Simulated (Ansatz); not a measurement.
Start of a relaxation of CuNi₂O₃:

```cif
data_structure
_symmetry_space_group_name_H-M 'P 1'
_symmetry_Int_Tables_number 1
_cell_length_a 3.0958
_cell_length_b 3.0958
_cell_length_c 7.5202
_cell_angle_alpha 90.000
_cell_angle_beta 90.000
_cell_angle_gamma 120.000
_cell_volume 62.42
loop_
_atom_site_label
_atom_site_type_symbol
_atom_site_fract_x
_atom_site_fract_y
_atom_site_fract_z
_atom_site_occupancy
Cu1 Cu 0.00000 0.00000 0.00000 1
Ni1 Ni 0.33333 0.66667 0.67169 1
Ni2 Ni 0.66667 0.33333 0.32831 1
O1 O 0.00000 0.00000 0.50000 1
O2 O 0.33333 0.66667 0.15693 1
O3 O 0.66667 0.33333 0.84307 1
```

The calculation used DFT PBE, scalar-relativistic, plane waves, PAW (Ansatz 0.2.0). Cutoff 420 eV, Gaussian smearing, Γ-centred meshes. Cell and atoms relax first on a coarse mesh, the cell is then made exact in the group found at 0.06 to 0.08 Å, and last on a converged mesh; the steps can't lower the symmetry of their start. Collinear spin, starting moments Cu 1.0; Ni 2.0 (×2) μB.

A guess keeps its type if space group and coordination stay and the shape of the cell changes little (axis ratios within about 15 %, angles within 6°); the volume may change.

Problem. Will the relaxed cell still be of the starting type?

Solution. It keeps its type. The symmetry stays P-3m1 (No. 164). The volume per atom shrinks by 9.8 %, from 10.4 to 9.4 Å³. The shortest distance goes from 2.14 Å (Cu–O) to 2.04 Å (Ni–O). The ratio c/a of the conventional cell changes by a factor of 1.02. Counting neighbours within 15 % of an atom's shortest distance, the start has Cu 6, Ni 6, O 6 and the end Cu 6, Ni 6, O 6.

The last run used collinear spin, a 12×12×4 mesh (in the run's order of axes) for its 6-atom cell and Gaussian smearing of 0.10 eV. No Hubbard U is applied to the open shell of Cu and Ni. Another magnetic order may lie lower. Symmetry constrained the relaxation, so the result can be a saddle point.
